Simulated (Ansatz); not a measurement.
**Structures of B2Pb: which is lowest?**

Plane-wave DFT in Ansatz with scalar-relativistic PAW potentials, cutoff 420 eV, Γ-centred meshes chosen by cell and gap, Gaussian smearing with energies taken to zero width. Every cell was relaxed (cell and atoms) in a run of its own, within the symmetry of its start. Functional: PBE.

Relaxed structures (starts from databases or built by putting these elements on another compound's sites):
A. P4/nmm, 6 atoms in the computed cell, a = 3.086 Å, c = 9.237 Å; sites (symmetry × multiplicity) B -4m2 × 2 + 4mm × 2, Pb 4mm × 2; start: built
B. P2/c, 6 atoms in the computed cell, a = 3.185 Å, b = 6.317 Å, c = 5.897 Å, β = 120.0°; sites (symmetry × multiplicity) B 1 × 4, Pb 2 × 2; start: built
C. P6/mmm, 3 atoms in the computed cell, a = 3.178 Å, c = 4.824 Å; sites (symmetry × multiplicity) B -6m2 × 2, Pb 6/mmm × 1; start: built

Task: Rank them by energy. Could pressure change the order?

Result:
| structure | group | E − E(lowest) (meV/atom) | V (Å³/atom) | gap on mesh (eV) |
| --- | --- | --- | --- | --- |
| B | P2/c | 0.0 | 17.13 | 0.00 |
| A | P4/nmm | 100 | 14.66 | 0.00 |
| C | P6/mmm | 114 | 14.07 | 0.00 |

B is lowest, 100 meV/atom under A. C is denser by 3.06 Å³/atom, so pressure favours it: ΔE/ΔV, with ΔE in eV and 1 eV/Å³ = 160.2 GPa, gives about 6 GPa for equal enthalpy if both cells were rigid, a rough figure since the two compress differently. Other structures may lie lower than all of these, and vibrations aren't counted.

Spin-orbit coupling is left out, which matters for the bands of heavy elements. For Tl, Pb and Bi spin-orbit coupling shifts energies too.